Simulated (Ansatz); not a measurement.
### Question
Name crystals whose computed values (the program Ansatz at the LDA level (PAW)) fall in these windows: highest Γ mode, no LO–TO term (cm⁻¹) 210 to 320; gap (eV) 2.2 to 2.8; electron conductivity mass (mₑ) 0.15 to 0.18.

### Answer


```json
[
 {"crystal": "MgTe, wurtzite", "highest Γ mode, no LO–TO term (cm⁻¹)": "268", "gap (eV)": "2.43", "electron conductivity mass (mₑ)": "0.16"}
]
```
Others may fit too.

The cell was relaxed under the symmetry of its start. Scalar-relativistic: spin–orbit coupling is off unless named, which matters more the heavier the elements.

Potentials: the later of the program's two PAW sets.
